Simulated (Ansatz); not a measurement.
Relaxed-ion elastic tensor of In$_{2}$Pt (fluorite or antifluorite type, Fm-3m) in GPa (Voigt order), PBEsol in the plane-wave PAW code Ansatz; density 10.89 g/cm³, 21.58 Å³ per atom.

```
 145  88.8  88.8   0.0   0.0   0.0
88.8   145  88.8   0.0   0.0   0.0
88.8  88.8   145   0.0   0.0   0.0
 0.0   0.0   0.0  32.8   0.0   0.0
 0.0   0.0   0.0   0.0  32.8   0.0
 0.0   0.0   0.0   0.0   0.0  32.8
```

Q: Is the crystal mechanically stable?

A: Yes: the smallest eigenvalue of C is 32.8 GPa.

Q: Work out the Voigt, Reuss and Hill averages.

A: K_V = 107, K_R = 107, K_H = 107; G_V = 30.9, G_R = 30.7, G_H = 30.8 GPa.

Q: Give Young's modulus, Poisson's ratio, Pugh's ratio and the universal anisotropy index.

A: E = 9KG/(3K + G) = 84.3 GPa; ν = 0.37; K/G = 3.49 (ductile by the Pugh limit of 1.75); A_U = 5G_V/G_R + K_V/K_R − 6 = 0.03.

Q: Estimate the sound speeds and the Debye temperature.

A: v_l = √((K + 4G/3)/ρ) = 3690 m/s, v_t = √(G/ρ) = 1680 m/s, mean 1900 m/s; Θ = (h/k)(3n/4πV)^(1/3) v_m = 203 K.

Q: Give the Zener ratio and Young's modulus along [100], [110] and [111].

A: A = 2C44/(C11 − C12) = 1.17; 1/E = S11 − 2(S11 − S12 − S44/2)Γ with Γ = 0, 1/4, 1/3 gives 77.4, 86.0, 89.3 GPa.

The workflow started from an entry of the Crystallography Open Database (COD). Its standing as an ambient phase is unchecked. Symmetry was held in the PBEsol relaxation; its stability against distortions is not shown here. No spin polarisation was allowed. As this level gives no gap, shear constants depend on the k-mesh and smearing (Fermi–Dirac, 0.1 eV here). Spin–orbit coupling is left out wherever it is not named.

Potentials: the later of the program's two PAW sets.
